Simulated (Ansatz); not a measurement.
## Property card for Y

Y:
```cif
data_Y4
_chemical_formula_sum 'Y4'
_space_group_name_H-M_alt 'Fm-3m'
_space_group_IT_number 225
_space_group_name_Hall '-F 4 2 3'
_cell_length_a 4.90192
_cell_length_b 4.90192
_cell_length_c 4.90192
_cell_angle_alpha 90.000
_cell_angle_beta 90.000
_cell_angle_gamma 90.000
loop_
_atom_site_label
_atom_site_type_symbol
_atom_site_symmetry_multiplicity
_atom_site_Wyckoff_symbol
_atom_site_fract_x
_atom_site_fract_y
_atom_site_fract_z
_atom_site_occupancy
Y1 Y 4 a 0.00000 0.00000 0.00000 1
```
(The calculation used a cell of 1 atom; values per cell refer to that cell.)

Space group Fm-3m (No. 225), fcc (Cu type); conventional cell a = b = c = 4.9019 Å, α = β = γ = 90.00°.

Method: DFT-LDA in the program Ansatz with PAW potentials. Structure relaxed to zero pressure with the same functional. Other levels are named where they apply.

### Cell and energy

```json
{
  "volume_per_atom": "29.45 Å³",
  "density": "5.01 g/cm³"
}
```

### Electronic structure

```json
{
  "electronic_character": "metallic (no gap)",
  "Density of states at the Fermi level": "1.3 states/eV per atom (mean over ±0.08 eV)"
}
```

### Mechanics

```json
{
  "Bulk modulus (Birch–Murnaghan fit)": "45.3 GPa",
  "Pressure derivative B′": "3.3",
  "Elastic constants (relaxed ions, GPa)": "C11 = 65.7, C12 = 34.8, C44 = 35.8",
  "mechanical_stability": "stable (all eigenvalues of C positive)",
  "hill_bulk_and_shear_moduli": "45.1 and 25.5 GPa",
  "Young's modulus": "64.5 GPa",
  "Poisson's ratio": "0.26",
  "debye_temperature_from_the_elastic_constants": "242 K"
}
```

The workflow started from an entry of the Crystallography Open Database (COD), which files this formula under 2 space groups. It is not the phase usual at ambient conditions (space group No. 194). The LDA relaxation kept the symmetry of its start; its stability against distortions is not shown here. The run is not spin-polarised. As this level gives no gap, shear constants depend on the k-mesh and smearing (Fermi–Dirac, 0.1 eV here). Spin–orbit coupling is left out wherever it is not named.

Potentials: the later of the program's two PAW sets.
